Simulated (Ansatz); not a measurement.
GaAg:
```yaml
crystal:
  lattice:
    - [3.23184, 0.00000, 0.00000]
    - [0.00000, 3.23184, 0.00000]
    - [0.00000, 0.00000, 3.23184]
  atoms:
    - { symbol: Ga, position: [0.50000, 0.50000, 0.50000] }
    - { symbol: Ag, position: [0.00000, 0.00000, 0.00000] }
```

Relaxed with PBEsol. Special points in fractions of this cell's reciprocal vectors: Γ (0.000, 0.000, 0.000); X (0.000, 0.500, 0.000); M (0.500, 0.500, 0.000); R (0.500, 0.500, 0.500).

Problem. List the band energies nearest the Fermi level at these points for DFT-PBEsol in the program Ansatz with PAW potentials.

Solution. In eV from the Fermi level; about four levels below and three above (degenerate sets whole), none deeper than 8.9 eV; … stands for higher levels left out; points with the same levels are listed once.

```json
[
 {"k": "Γ", "below": "-5.93 -5.93 -4.67 -4.67 -4.67", "above": "3.32 3.32 3.32"},
 {"k": "X", "below": "-5.33 -5.33 -4.66 -3.25", "above": "7.43 7.43 8.79"},
 {"k": "M", "below": "-4.20 -2.86 -2.86 -1.14", "above": "0.85 7.49 …"},
 {"k": "R", "below": "-6.47 -6.47 -6.47 -4.17 -4.17 -2.06", "above": "2.67 2.67 2.67"}
]
```

Space group Pm-3m (CsCl type). The workflow started from an entry of the Crystallography Open Database (COD). Whether it is the stable phase at ambient conditions was not checked. Symmetry was held in the PBEsol relaxation. At this level the phase is mechanically unstable. The run is not spin-polarised. Spin–orbit coupling is left out wherever it is not named.

Potentials: the later of the program's two PAW sets.
